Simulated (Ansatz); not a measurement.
```yaml
crystal:
  lattice:
    - [0.00000, 2.38850, 2.38850]
    - [2.38850, 0.00000, 2.38850]
    - [2.38850, 2.38850, 0.00000]
  atoms:
    - { symbol: B, position: [0.00000, 0.00000, 0.00000] }
    - { symbol: As, position: [0.25000, 0.25000, 0.25000] }
```

```json
{"orbitals": "PBE", "datasets": "hard PAW set made for 700 eV", "k mesh": "6×6×6", "empty bands": "271", "response cutoff": "180 eV", "wave cutoff": "700 eV", "frequencies": "plasmon pole, fitted at the program's default frequency", "q → 0 term": "analytic weight of Carrier, Rohra and Görling", "points solved": "Γ, L, X", "band sums": "cut at the band count", "spin-orbit coupling": "off"}
```

Program: Ansatz. The Kohn-Sham gap (from Γ to X) is 1.44 eV.

(1) What G0W0 gap follows between the same band edges?

Answers

(1) 1.98 eV, a change of +0.54 eV. The valence edge moves by -0.64 eV (Z = 0.80) and the conduction edge by -0.10 eV (Z = 0.81).

Band sums or response are cut, so the gap isn't at its basis limit. The gap is read among the points solved; the crystal's band edges can lie elsewhere.
